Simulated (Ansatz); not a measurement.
**Kick test of a cell of Zn₄Se₃S**

The cell was found from a structure generator's guess, not taken from experiment.

Level of theory: DFT PBE, scalar-relativistic, plane waves, PAW (Ansatz 0.2.0). Settings: cutoff 420 eV, Γ-centred mesh 8×4×6 on the computed 8-atom cell, Gaussian smearing of 0.02 eV; no spin polarisation.

The cell below (8 atoms, space group Pmm2 (No. 25)) is relaxed within its symmetry.

```
Zn Se S
1.0
     4.00154    0.00000    0.00000
     0.00000    8.00889    0.00000
     0.00000    0.00000    5.65693
Zn Se S
4 3 1
Direct
  0.00000 0.74071 0.99347
  0.50000 0.50000 0.51769
  0.00000 0.25929 0.99347
  0.50000 0.00000 0.49475
  0.50000 0.74483 0.25012
  0.50000 0.25517 0.25012
  0.00000 0.00000 0.75089
  0.00000 0.50000 0.74947
```

For the test it was strained at random (σ = 1.5 % a component), the atoms were moved at random (σ = 0.15 Å), and all was relaxed again on a coarse 4×4×2 mesh (in the run’s order of axes) with 0.10 eV smearing, with no symmetry imposed.

Task: Does it come back?

Result: It returns, within 1 meV/atom of the unmoved cell on that mesh and with the same symmetry when read at 0.1 Å (Pm at 0.01 Å, so small strains and shifts remain). No instability shows in this cell; modes of other wave vectors, which need another repeat, aren't tested.
